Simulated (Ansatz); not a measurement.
The relaxed structure here is a generated cell of CdO: the first start was made by placing the elements on the sites of a structure type, and the end was not matched to a known phase here, so it may be hypothetical. Known forms of CdO include space group No. 225.

A relaxed structure of CdO. Level of theory: PBEsol (plane waves to 420 eV, PAW, scalar-relativistic; Ansatz, an electronic-structure program).

```xyz
4
Lattice="3.8473 0.0000 0.0000 -1.9237 3.3319 0.0000 0.0000 0.0000 4.7328" Properties=species:S:1:pos:R:3 pbc="T T T"
Cd     0.0000     2.2212     1.1832
Cd     1.9237     1.1106     3.5496
O      0.0000     2.2212     3.5496
O      1.9237     1.1106     1.1832
```

Q: Determine the symmetry and give the standard cell with its independent sites.

A: Space group P6₃/mmc (No. 194); a = b = 3.8473 Å, c = 4.7328 Å, α = β = 90.00°, γ = 120.00°

| atom | site | symmetry | x | y | z |
|---|---|---|---|---|---|
| Cd | 2c | -6m2 | 0.3333 | 0.6667 | 0.2500 |
| O | 2d | -6m2 | 0.6667 | 0.3333 | 0.2500 |

Q: Give the shortest distances between elements (the closest pairs, up to four, under 3.6 Å).

A: Cd–O 2.22 Å; Cd–Cd 3.25 Å; O–O 3.25 Å.

The volume per atom is 15.17 Å³, the density comes out as 7.03 g/cm³ and the band gap is zero (metallic).

No spin polarisation in the result.

The run could not lose the symmetry of its start; a randomly shaken copy of 8 atoms returns to this structure.

All atoms sit on sites fixed by symmetry, so only the cell could relax.
